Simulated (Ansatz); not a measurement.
Molecular dynamics on a 1×1×1 supercell (4 atoms) of MgCdS2 (ordering on rocksalt), relaxed with r2SCAN. Forces come from r2SCAN in the PAW code Ansatz: a Langevin thermostat at fixed volume, 100 K, steps of 1 fs. Spin polarisation is off, nuclei are classical, and the run is far too short for thermal averages. The structure comes from a prototype and may be hypothetical.

```yaml
crystal:
  lattice:
    - [1.8867760225, 1.0893306445, 6.1682546546]
    - [-1.8867760225, 1.0893306445, 6.1682546546]
    - [0.0, -2.1786612889, 6.1682546546]
  atoms:
    - { symbol: Mg, position: [1.0, 0.0, 0.0] }
    - { symbol: Cd, position: [0.5, 0.5, 0.5] }
    - { symbol: S, position: [0.2541074848, 0.2541074848, 0.2541074848] }
    - { symbol: S, position: [0.7458925152, 0.7458925152, 0.7458925152] }
kpoints:
  mp_grid: { grid: [4, 4, 4] }
hamiltonian:
  xc: r2scan
scf:
  occupations: { method: fermi_dirac, width: 0.02 }
md:
  ensemble: nvt_langevin
  temperature: 100
  timestep: 1.0
  n_steps: 20
  initial_velocities: maxwell_boltzmann
  seed: 1474
```

Command: `ansatz run input.yaml --threads 4 --pin off --max-ram 3686MiB --backend cpu --events-out ev --progress --plain --runs-dir out`. Wall time 61 s on 4 threads of Arm Neoverse V1, on a shared host, load about 0.9 per core; peak host memory 0.59 GiB.

```tsv
step	t (fs)	T (K)	free energy F from step 0 (meV/atom)	kinetic energy (meV/atom)	largest force (eV/Å)
0	0	75	0.0	9.7	0.02
1	1	82	0.0	10.6	0.02
2	2	86	0.0	11.1	0.03
3	3	84	0.1	10.8	0.05
4	4	93	0.2	12.1	0.07
5	5	78	0.3	10.1	0.08
6	6	81	0.4	10.5	0.10
7	7	70	0.5	9.0	0.11
8	8	84	0.7	10.9	0.13
9	9	95	0.9	12.3	0.14
10	10	111	1.1	14.4	0.16
11	11	110	1.3	14.3	0.17
12	12	105	1.6	13.5	0.19
13	13	117	1.9	15.1	0.20
14	14	123	2.2	15.9	0.21
15	15	119	2.6	15.4	0.23
16	16	119	2.9	15.4	0.24
17	17	112	3.3	14.4	0.25
18	18	100	3.7	12.9	0.26
19	19	117	4.1	15.1	0.28
20	20	113	4.5	14.6	0.30
```

The temperature starts at 75 K, is lowest at step 7 (70 K, 7 fs) and ends at 113 K. The first value is 3/4 of the setting, since velocities are drawn without the motion of the centre of mass and T is counted over all atoms. By the last step the atoms have moved 0.05 Å in the root mean square, the drift of the whole cell taken out, 0.08 Å at most.

Positions (Å) and forces (eV/Å) at step 20:
```
Mg   1.890   1.096   6.131     0.040   0.037   0.270
Cd  -0.004  -0.014   9.248    -0.012   0.048  -0.060
S    0.047   0.052   4.747    -0.117  -0.129  -0.240
S   -0.042  -0.026  13.817     0.089   0.045   0.030
```
